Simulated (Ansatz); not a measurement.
Ansatz (a program for electronic structure) input:

Ansatz 0.2 input:
```yaml
crystal:
  lattice:
    - [-1.6602224234, 1.6602224234, 5.6442060687]
    - [1.6602224234, -1.6602224234, 5.6442060687]
    - [1.6602224234, 1.6602224234, -5.6442060687]
  atoms:
    - { symbol: Nb, position: [0.0001935493, 0.0001935493, 0.0] }
    - { symbol: Nb, position: [0.7501935493, 0.2501935493, 0.5] }
    - { symbol: P, position: [0.5824364507, 0.5824364507, 0.0] }
    - { symbol: P, position: [0.3324364507, 0.8324364507, 0.5] }
kpoints:
  mp_grid: { grid: [17, 17, 17] }
hamiltonian:
  xc: pbesol
  pseudopotentials: { azcp: { folder: ./paw }, kind: paw }
scf:
  occupations: { method: fermi_dirac, width: 0.1 }
phonons:
  method: dfpt
  response_accuracy: low
  eigenvectors: true
  rigid_motions: translations
```

Output (shortened):

```
Pseudopotential: Nb, paw, valence charge 13
Pseudopotential: P, paw, valence charge 5
Functional definition: PBEsol
Crystal: 4 atoms, lattice volume = 62.229 Å³
Basis set: ecut = 420 eV, 1215 PW (Γ), exchange–correlation on 96×96×96 points (8 copies of the dense FFT grid, shifted against one another)
Bands: 22, of which v1, the nominal top of the filled ones, is band 18 counted from 1 (17 counted from 0)
Symmetry: 8 space group operations
k-points: 729 of 4913 (irreducible under 4 space group operations, time reversal used)
SCF iter   1: F=—  HF=-10476.803768 eV  |F-HF|=—  |Δ(HF+E_count)|=         —  Δρ=7.02e-2  dr2=4.45e0  ethr=3.10e-3  ⟨swp⟩=5.9  Hψ=84698  notcnv=0
preconditioner: auto → Kerker (q_TF=auto, 2.490 Å⁻¹)
SCF iter   2: F=—  HF=-10475.663216 eV  |F-HF|=—  |Δ(HF+E_count)|=    1.14e0  Δρ=3.22e-2  dr2=6.67e-1  ethr=3.10e-3  ⟨swp⟩=3.8  Hψ=37764  notcnv=0
SCF iter   3: F=—  HF=-10475.485114 eV  |F-HF|=—  |Δ(HF+E_count)|=   1.78e-1  Δρ=9.33e-3  dr2=3.53e-2  ethr=1.85e-3  ⟨swp⟩=2.4  Hψ=25107  notcnv=0
SCF iter   4: F=—  HF=-10475.479077 eV  |F-HF|=—  |Δ(HF+E_count)|=   6.04e-3  Δρ=1.54e-3  dr2=1.75e-3  ethr=9.80e-5  ⟨swp⟩=2.2  Hψ=26196  notcnv=0
SCF iter   5: F=—  HF=-10475.478732 eV  |F-HF|=—  |Δ(HF+E_count)|=   3.45e-4  Δρ=4.46e-4  dr2=2.10e-4  ethr=4.85e-6  ⟨swp⟩=2.0  Hψ=27687  notcnv=0
SCF iter   6: F=—  HF=-10475.478678 eV  |F-HF|=—  |Δ(HF+E_count)|=   5.38e-5  Δρ=6.59e-5  dr2=4.70e-6  ethr=5.84e-7  ⟨swp⟩=2.0  Hψ=21669  notcnv=0
SCF iter   7: F=—  HF=-10475.478678 eV  |F-HF|=—  |Δ(HF+E_count)|=   6.52e-7  Δρ=9.75e-6  dr2=8.23e-8  ethr=1.30e-8  ⟨swp⟩=2.0  Hψ=22031  notcnv=0
SCF iter   8: F=—  HF=-10475.478654 eV  |F-HF|=—  |Δ(HF+E_count)|=   2.34e-5  Δρ=1.66e-6  dr2=2.48e-9  ethr=2.29e-10  ⟨swp⟩=2.0  Hψ=23177  notcnv=0
SCF iter  10: F=-10475.478654 eV  HF=-10475.478654 eV  |F-HF|=0.00e0  |Δ(HF+E_count)|=  1.82e-12  Δρ=4.03e-8  dr2=1.24e-12  ethr=1.00e-12  ⟨swp⟩=5.2  Hψ=67051  notcnv=0
SCF 1 converged in 10 iterations: F = -10475.478654 eV  dr2 = 1.24e-12
DFPT response loops at Γ: preconditioner auto → Kerker (q_TF=auto, 2.490 Å⁻¹) (partly filled bands, converged f_vac=0.000) …
SCF converged after 10 iterations
Free energy (F): -10475.478654 eV
Harris-Foulkes:  -10475.478654 eV  (|F-HF|=0.00e0)
Internal energy: -10475.453904 eV  (E = F + TS)
E sigma→0 (E₀):  -10475.466279 eV
Entropy (-TS):   -0.024750 eV (-6.188 meV/atom)
Fermi energy:    15.352121 eV
--- Per-component energies (eV) ---
  E_band       = -128.051902
  E_kinetic    = 890.695336
  E_local      = -1588.655573  (includes V_loc(G=0)·N_el)
  E_nonlocal   = 255.916017
  E_hartree    = 547.389776
  E_xc         = -478.341054
  E_vxc        = -528.586737  (∫ρ·V_xc dr)
  E_paw        = -7138.958448  (= ΣΔE_a)
  E_vpaw       = -252.200559  (= ΣTr[D̂ρ^β])
  E_aug_tail   = 0.000085  (compensation charges beyond the density's cutoff)
  E_ewald      = -2963.969653
  E_core_change = 0.469611  (= ΣΔE_core)
  E_smearing   = -0.024750  (= −TS)
  E_closure    = 0.000000  (closes the sum)
  Σ components = -10475.478654   (vs F -10475.478654, Δ=0.00e0)
  [band-id]    e_kinetic+e_local+e_nonlocal+2·e_hartree+e_vxc+e_vpaw+e_augmentation_tail = -128.051880   (vs E_band -128.051902, Δ=2.26e-5)
--- Band table (eV; the first three rows and the last of 729) ---
  k-point 0: bands = ["-39.3631", "-39.3173", "-15.7161", "-15.4764", "-15.4764", "-15.3224", "-15.3224", "-15.2663", "2.4790", "5.0421", "9.0477", "12.2296", "13.0759", "13.0759", "13.1216", "13.5952", "13.9886", "13.9886", "16.1770", "17.0148", "18.1497", "18.6160"]
  k-point 1: bands = ["-39.3613", "-39.3164", "-15.7105", "-15.4875", "-15.4846", "-15.3338", "-15.3304", "-15.2647", "2.5779", "5.0750", "9.0928", "12.0773", "12.9904", "13.0756", "13.0906", "13.4813", "13.9671", "14.0802", "16.0214", "16.7783", "18.1265", "18.3555"]
  k-point 2: bands = ["-39.3563", "-39.3138", "-15.6951", "-15.5185", "-15.5071", "-15.3635", "-15.3531", "-15.2635", "2.8618", "5.1565", "9.2514", "11.7028", "12.5992", "12.7995", "12.8400", "13.5297", "14.1772", "14.3039", "15.7280", "16.2106", "18.0016", "18.2575"]
  k-point 728: bands = ["-39.3398", "-39.3394", "-15.5148", "-15.4947", "-15.4859", "-15.4776", "-15.3198", "-15.3105", "3.5503", "3.5613", "11.2311", "11.3053", "12.2657", "12.4796", "12.5898", "12.8863", "14.6365", "14.9040", "16.4132", "16.8267", "17.6588", "17.8114"]
--- Phonons (Γ-DFPT): 6 representative perturbations + reference, on 729 of 4913 k-points (Σ response iterations 18) ---
  ASR residual: 2.062e-4 → 0.000e0 eV/Å²; symmetrization residual: 5.413e-5 eV/Å²
  ASR residual per site (eV/Å²): 2.06e-4 2.06e-4 6.81e-5 6.81e-5
  Γ frequencies (cm⁻¹): 0.00 0.00 0.00 188.06 188.06 257.10 333.29 333.29 375.40 376.28 376.28 389.90
  non-analytic LO–TO correction: not included (Born effective charges unavailable; polar crystals: no LO–TO splitting at Γ)
```

Cost: roughly 12 core-minutes on shared cores.

Space group I4_1md. The cell was relaxed with PBEsol under the symmetry of its start; of distortions, only those at the zone centre were tested. No spin polarisation was allowed. A small band overlap can be real or an error of a semilocal functional. As this level gives no gap, phonon frequencies hold no LO–TO term and depend on the k-mesh and smearing (Fermi–Dirac, 0.1 eV here). Spin–orbit coupling is left out wherever it is not named.

Potentials: the earlier of the program's two PAW sets.

Ansatz is a plane-wave DFT program.
